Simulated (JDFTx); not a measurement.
System: Al(100) (Fm-3m bulk; lattice of mp-134, not re-optimised at this level), (1×1) cell of 5 atoms in 5 planes, area 8.16 Å² a face, 8.2 Å between the outermost planes in a cell 27.1 Å high; k mesh 8×8×1, Fermi width 0.01 Ha, no spin polarisation.

Adsorbate: CH on both faces at 1.00 monolayer, started bridge and partly relaxed in vacuum, keeping the symmetry of the start.

Method: PBE, GBRV ultrasoft potentials, plane waves to 20/100 Ha, in JDFTx (a modified build). The adsorption energy per CH is [E(slab + 2 CH) − E(slab)]/2 − (E(CH4) − 3/2 E(H2)), with the gas molecules relaxed at the same level and slab energies taken as (E + F)/2, the usual estimate of zero smearing. In reaction energies these potentials put H₂ about 0.03 eV too high against large-basis PBE. No zero-point energy or vibrational entropy is included. Reconstruction of the substrate beyond this cell is outside the model.

**Question.** Predict the adsorption energy and the geometry, and the change of the work function.

**Answer.** 3.27 eV. C sits 1.31 Å above the highest substrate atom, bound to 2 Al at 1.94 Å; C–H is 1.10 Å. The work function goes from 4.27 to 3.80 eV. In linear PCM (GLSSA13), water, 1 M NaCl, at zero charge, the adsorption energy is 3.26 eV and the potential of zero charge moves from -0.43 to -0.57 V vs SHE (4.44 V convention).
